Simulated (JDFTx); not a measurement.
surface: Mo(100)
bulk: Mo, Im-3m, lattice of mp-129 (not re-optimised)
slab: 6 atoms in 6 planes, 1x1, 7.9 Å between the outermost planes
in-plane cell: 3.168 × 3.168 Å, 10.03 Å²
cell height: 23.9 Å
sampling: 8×8×1 k mesh, Fermi smearing 0.01 Ha, no spin polarisation

All numbers are PBE, GBRV ultrasoft potentials, plane waves to 20/100 Ha results from a modified build of JDFTx, not measurements. Vacuum. The outer atoms relax from bulk positions, keeping the cell's symmetry; the lattice is not PBE's own optimum in this code, and that strain can shift the moves by a few hundredths of an ångström. Input:

```
lattice \
  5.9859342669 0.0000000000 0.0000000000 \
  0.0000000000 5.9859342669 0.0000000000 \
  0.0000000000 0.0000000000 45.1644543786
coords-type Lattice
ion Mo 0.5000000000 0.5000000000 -0.1656705020 1
ion Mo 0.0000000000 0.0000000000 -0.0994023010 0
ion Mo 0.5000000000 0.5000000000 -0.0331341000 0
ion Mo 0.0000000000 0.0000000000 0.0331341000 0
ion Mo 0.5000000000 0.5000000000 0.0994023010 0
ion Mo 0.0000000000 0.0000000000 0.1656705020 1
ion-species pseudo/mo_pbe_v1.upf
elec-cutoff 20 100
elec-ex-corr gga-PBE
coulomb-interaction Slab 001
coulomb-truncation-embed 0 0 0
kpoint-folding 8 8 1
elec-smearing Fermi 0.01
lcao-params 10
elec-n-bands 55
electronic-scf nIterations 100 energyDiffThreshold 1e-07
ionic-minimize nIterations 10 energyDiffThreshold 1e-5 knormThreshold 4e-4
dump-name vac.$VAR
dump End State Ecomponents EigStats BandEigs Forces ElecDensity IonicPositions Fillings Kpoints Dtot
```

Problem. How far do the free atoms of the upper face move along the normal, and how much energy is released?

Solution. Mo (atom 6) -0.19 Å (positive: outward). The free energy falls by 0.308 eV per cell, 246 mJ/m².
